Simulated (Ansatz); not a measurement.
In:
```cif
data_In8
_chemical_formula_sum 'In8'
_space_group_name_H-M_alt 'Cmce'
_space_group_IT_number 64
_space_group_name_Hall '-C 2ac 2'
_cell_length_a 5.29309
_cell_length_b 8.88521
_cell_length_c 5.18987
_cell_angle_alpha 90.000
_cell_angle_beta 90.000
_cell_angle_gamma 90.000
loop_
_atom_site_label
_atom_site_type_symbol
_atom_site_symmetry_multiplicity
_atom_site_Wyckoff_symbol
_atom_site_fract_x
_atom_site_fract_y
_atom_site_fract_z
_atom_site_occupancy
In1 In 8 f 0.00000 0.34330 0.41682 1
```
(The calculation used a cell of 4 atoms; values per cell refer to that cell.)

Relaxed at zero pressure with the program Ansatz at the PBE level (PAW).

Problem. The volume is lowered by 3 % and shape and atoms relax at that volume. What pressure results, and how do the axes share the change?

Solution. 1.0 GPa; a -1.0 %, b -0.9 %, c -1.1 %; the energy rises by 3 meV/atom.

Problem. Give the new structure.

Solution. 
Space group Cmce (No. 64); a = 5.2410 Å, b = 8.8053 Å, c = 5.1304 Å, α = β = γ = 90.00°

```
atom  site  symmetry       x       y       z
----  ----  --------  ------  ------  ------
In      8f       m..  0.0000  0.3437  0.4167
```

The phase is kept; no other phase was compared at this pressure.

The start of the workflow was typed in or built on a structure type; neither database checked (COD, Materials Project) lists it. It is not the phase usual at ambient conditions (space group No. 139). The PBE relaxation kept the symmetry of its start; its stability against distortions is not shown here. The volume moved by 17 % from the start of the relaxation. Axis ratios of metals converge slowly with the k-mesh, so a and c are less sure than the volume.

Potentials: the earlier of the program's two PAW sets.
